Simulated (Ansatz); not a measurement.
Relaxation of a generated cell, InSe built in the AFLOW prototype AB_tP8_136_g_f (as in BeO); 8 atoms in the cell, which starts as P4₂/mnm (No. 136), tP8; a = 7.8646 Å, b = 7.8646 Å, c = 4.5366 Å, α = 90.00°, β = 90.00°, γ = 90.00°. Level of theory: r2SCAN (plane waves to 500 eV, PAW, scalar-relativistic; Ansatz, a first-principles code). Γ-centred k-mesh 3×3×5 on the run's cell (coarser than for final values), Fermi–Dirac smearing 0.05 eV. This is the first round of the run. 

The optimiser's lines from the output (shortened; P is positive under compression):

```
relax step   1: F+E_penalty+E_count = -44362.50487107 eV  Δ(F+E_penalty+E_count) = +0.000e0 eV  max|allowed force component| = 1.663e-1 eV/Å  Δτ_max = 0.0000 Å  P = +0.731 GPa  Ω = 280.596 Å³  (8 SCF iters, dr2 threshold 1.00e-7 eV, accepted)
relax step   2: F+E_penalty+E_count = -44362.59678437 eV  Δ(F+E_penalty+E_count) = -9.191e-2 eV  max|allowed force component| = 7.302e-2 eV/Å  Δτ_max = 0.1072 Å  P = -0.628 GPa  Ω = 288.498 Å³  (7 SCF iters, dr2 threshold 8.00e-7 eV, accepted)
relax step   3: F+E_penalty+E_count = -44362.89748617 eV  Δ(F+E_penalty+E_count) = -3.007e-1 eV  max|allowed force component| = 2.748e-1 eV/Å  Δτ_max = 0.1952 Å  P = -2.054 GPa  Ω = 290.872 Å³  (7 SCF iters, dr2 threshold 8.00e-7 eV, accepted)
relax step   4: F+E_penalty+E_count = -44363.17104943 eV  Δ(F+E_penalty+E_count) = -2.736e-1 eV  max|allowed force component| = 2.667e-1 eV/Å  Δτ_max = 0.0781 Å  P = -1.955 GPa  Ω = 286.928 Å³  (7 SCF iters, dr2 threshold 8.00e-7 eV, accepted)
relax step   5: F+E_penalty+E_count = -44363.41771024 eV  Δ(F+E_penalty+E_count) = -2.467e-1 eV  max|allowed force component| = 8.978e-1 eV/Å  Δτ_max = 0.1961 Å  P = -1.699 GPa  Ω = 282.501 Å³  (8 SCF iters, dr2 threshold 8.00e-7 eV, accepted)
relax step   6: F+E_penalty+E_count = -44363.62315718 eV  Δ(F+E_penalty+E_count) = -2.054e-1 eV  max|allowed force component| = 2.609e-1 eV/Å  Δτ_max = 0.0630 Å  P = -1.217 GPa  Ω = 279.739 Å³  (7 SCF iters, dr2 threshold 8.00e-7 eV, accepted)
relax step   7: F+E_penalty+E_count = -44363.70984152 eV  Δ(F+E_penalty+E_count) = -8.668e-2 eV  max|allowed force component| = 1.137e-1 eV/Å  Δτ_max = 0.0951 Å  P = +0.414 GPa  Ω = 275.031 Å³  (6 SCF iters, dr2 threshold 8.00e-7 eV, accepted)
relax step   8: F+E_penalty+E_count = -44363.71573630 eV  Δ(F+E_penalty+E_count) = -5.895e-3 eV  max|allowed force component| = 1.031e-2 eV/Å  Δτ_max = 0.0139 Å  P = -0.075 GPa  Ω = 276.818 Å³  (6 SCF iters, dr2 threshold 8.00e-7 eV, accepted)
relax step   9: F+E_penalty+E_count = -44363.71591135 eV  Δ(F+E_penalty+E_count) = -1.750e-4 eV  max|allowed force component| = 7.750e-4 eV/Å  Δτ_max = 0.0023 Å  P = -0.003 GPa  Ω = 276.521 Å³  (5 SCF iters, dr2 threshold 3.47e-8 eV, accepted)
relax step  10: F+E_penalty+E_count = -44363.71692345 eV  Δ(F+E_penalty+E_count) = -1.012e-3 eV  max|allowed force component| = 7.140e-4 eV/Å  Δτ_max = 0.0000 Å  P = +0.000 GPa  Ω = 276.521 Å³  stress off target by 1.58e-2 GPa  SCF on the basis re-selected at this cell (its energy is not comparable with the rows above)  (8 SCF iters)
```

From the first to the last row the energy changes by -0.15 eV/atom and the volume by -1.5 %. The last row is marked as not comparable with the walk above it, whose basis was carried along; it does compare with step 1, since both stand on a basis selected at the nominal cutoff for their own cell.

Later rounds, restarted from the end of this one on a renewed k-mesh, logged 5 more steps and released under 0.01 eV/atom more. The final structure after all rounds: P4₂/mnm (No. 136), tP8, AFLOW prototype AB_tP8_136_g_f (as in BeO); a = b = 8.273 Å, c = 4.052 Å, α = β = γ = 90.00°. Between re-selections the logged energies stand on a plane-wave basis carried along with the cell. No spin polarisation in the result.

The run could not lose the symmetry of its start, so the end can be a saddle point.

The relaxed structure here is a generated cell of InSe: the first start was made by placing the elements on the sites of a structure type, and the end was not matched to a known phase here, so it may be hypothetical. Known forms of InSe include space group No. 194.
